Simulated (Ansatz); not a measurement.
Ta (diamond, space group No. 227) at seven volumes, DFT-r²SCAN in the program Ansatz with PAW potentials, scaled uniformly. One row is withheld.

```json
[
 {"V (Å³/atom)": "25.244", "P (GPa)": "7.65"},
 {"V (Å³/atom)": "26.076", "P (GPa)": "4.75"},
 {"V (Å³/atom)": "26.909", "P (GPa)": "?"},
 {"V (Å³/atom)": "27.741", "P (GPa)": "0.00"},
 {"V (Å³/atom)": "28.573", "P (GPa)": "-1.99"},
 {"V (Å³/atom)": "29.405", "P (GPa)": "-3.76"},
 {"V (Å³/atom)": "30.237", "P (GPa)": "-5.31"}
]
```

Problem. Fit the shown pressures and predict the withheld one.

Solution. P = (3/2)B₀(x^(7/2) − x^(5/2))[1 + (3/4)(B′ − 4)(x − 1)] with x = (V₀/V)^(2/3). Least squares on the six rows gives V₀ = 27.736 Å³/atom, B₀ = 70.4 GPa, B′ = 3.08. At V = 26.909, x = 1.0204 and P = 2.23 GPa. The run itself gave 2.22 GPa.

Space group Fd-3m (diamond). The start of the workflow was typed in or built on a structure type; neither database checked (COD, Materials Project) lists it. It is not the phase usual at ambient conditions (space group No. 229). The r²SCAN relaxation kept the symmetry of its start; its stability against distortions is not shown here. The run is not spin-polarised. Scalar-relativistic: spin–orbit coupling is off unless named, which matters more the heavier the elements.

Potentials: the earlier of the program's two PAW sets.
